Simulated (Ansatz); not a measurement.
Space group Pm-3m (No. 221). a = 3.936 Å, b = 3.936 Å, c = 3.936 Å, α = 90.00°, β = 90.00°, γ = 90.00°
```json
{"atom": "Sr", "site": "1b", "symmetry": "m-3m", "x": "0.5000", "y": "0.5000", "z": "0.5000"}
{"atom": "Ti", "site": "1a", "symmetry": "m-3m", "x": "0.0000", "y": "0.0000", "z": "0.0000"}
{"atom": "O", "site": "3d", "symmetry": "4/mm.m", "x": "0.5000", "y": "0.0000", "z": "0.0000"}
```

Equation of state of this SrTiO$_{3}$ structure (not necessarily the ground state), with shape and atoms relaxed at each volume where symmetry leaves them free. Theory: DFT PBE, scalar-relativistic, plane waves, PAW (Ansatz 0.2.0).

Plane waves to 420 eV, a k mesh through Γ of 8×8×8 on the computed 5-atom cell and Gaussian smearing (0.02 eV); no spin polarisation.

```json
{"V (Å³/atom)": "10.735", "E − E(largest V) (meV/atom)": "62.88", "P (GPa)": "28.81", "gap on mesh (eV)": "2.08"}
{"V (Å³/atom)": "11.101", "E − E(largest V) (meV/atom)": "7.74", "P (GPa)": "19.76", "gap on mesh (eV)": "2.02"}
{"V (Å³/atom)": "11.467", "E − E(largest V) (meV/atom)": "-28.43", "P (GPa)": "12.08", "gap on mesh (eV)": "1.96"}
{"V (Å³/atom)": "11.833", "E − E(largest V) (meV/atom)": "-48.37", "P (GPa)": "5.56", "gap on mesh (eV)": "1.90"}
{"V (Å³/atom)": "12.199", "E − E(largest V) (meV/atom)": "-54.57", "P (GPa)": "0.01", "gap on mesh (eV)": "1.84"}
{"V (Å³/atom)": "12.565", "E − E(largest V) (meV/atom)": "-49.03", "P (GPa)": "-4.71", "gap on mesh (eV)": "1.78"}
{"V (Å³/atom)": "12.931", "E − E(largest V) (meV/atom)": "-33.58", "P (GPa)": "-8.73", "gap on mesh (eV)": "1.73"}
{"V (Å³/atom)": "13.419", "E − E(largest V) (meV/atom)": "0.00", "P (GPa)": "-13.16", "gap on mesh (eV)": "1.65"}
```

Problem. Fit a third-order Birch–Murnaghan equation to E(V).

Solution. V0 = 12.20 Å³/atom, B0 = 170 GPa, B0' = 4.4.

Symmetry holds off the tilts and polar distortions that many cubic perovskites undergo.